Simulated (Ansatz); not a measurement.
**W$_{3}$Si: energy along a strain**

W$_{3}$Si, Im-3m, a = 5.178 Å. The structure is a Materials Project entry; whether it is the stable form wasn't checked. Ansatz: r2SCAN, PAW, 500 eV, Γ-centred 14×14×14 mesh on 4 atoms, Gaussian smearing 0.15 eV; no spin polarisation. Cell vectors (Å): -2.589 2.589 2.589; 2.589 -2.589 2.589; 2.589 2.589 -2.589. The cell is strained by x per cent times the pattern (0 0 1 0 0 0) in the order xx yy zz yz xz xy (engineering shears), with fractional coordinates held. y is the free energy over the start, V0 = 17.357 Å³/atom.

```
x (%) y (meV/atom)
-6.00             ?
-4.50         53.06
-3.00         22.31
 0.00          0.00
 1.50          4.65
 3.00         17.74
 4.50         37.97
 6.00         64.26
```

Q: Fit y = c2 x² + c3 x³ to the other rows, get the stiffness along the pattern, and predict the missing energy.

A: Least squares on the rows shown. y = 2.2541 x² − 0.079526 x³. The clamped-ion stiffness p·C·p = 2 × 22.54 eV × 160.2 / 17.357 Å³ = 416 GPa, which is C33 in these axes (C11 of the cubic crystal). At x = -6.00 the fit asked for gives 98.33 meV/atom. The run gave 99.86 meV/atom, so the fit is 1.53 meV/atom too low, 1.5 % of the span of the series, against an rms of 0.29 meV/atom on the fitted rows. The row lies outside the fitted range. With a term in x⁴ added, a fit to the same known rows predicts 100.08 meV/atom, so most of the miss is curvature that the known rows already hold.

Spin–orbit coupling is left out, which can shift energies with elements as heavy as these.

Cost: 8 runs of about 3 core-minutes in all, on AMD EPYC 9R45 (Zen 5) (shared hosts).